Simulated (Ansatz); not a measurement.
B₂Ir (MoSi2 or CaC2 type, I4/mmm) under volume change, PBE in the plane-wave PAW code Ansatz, shape and atoms relaxed at each volume.

| V (Å³/atom) | E − E(relaxed) (meV/atom) | P (GPa) |
|---|---|---|
| 8.198 | 82.5 | 35.62 |
| 8.468 | 34.5 | 21.70 |
| 8.739 | 8.1 | 9.90 |
| 9.009 | 0.0 | 0.00 |
| 9.279 | (withheld) | (withheld) |
| 9.549 | 27.4 | -15.03 |
| 9.820 | (withheld) | (withheld) |

Complete the blanks.


- 9.820, E − E(relaxed) (meV/atom): 57.7
- 9.820, P (GPa): -20.85
- 9.279, E − E(relaxed) (meV/atom): 7.3
- 9.279, P (GPa): -8.46

What does a third-order Birch–Murnaghan fit give for V₀, B₀ and B′?

V₀ = 9.01 Å³/atom, B₀ = 300 GPa, B′ = 4.9.

A made-up cell: these elements were put on the sites of a structure type; neither database checked (COD, Materials Project) lists it. Its standing as an ambient phase is unchecked. Symmetry was held in the PBE relaxation; its stability against distortions is not shown here. The run is not spin-polarised. Scalar-relativistic: spin–orbit coupling is off unless named, which matters more the heavier the elements.

Potentials: the earlier of the program's two PAW sets.
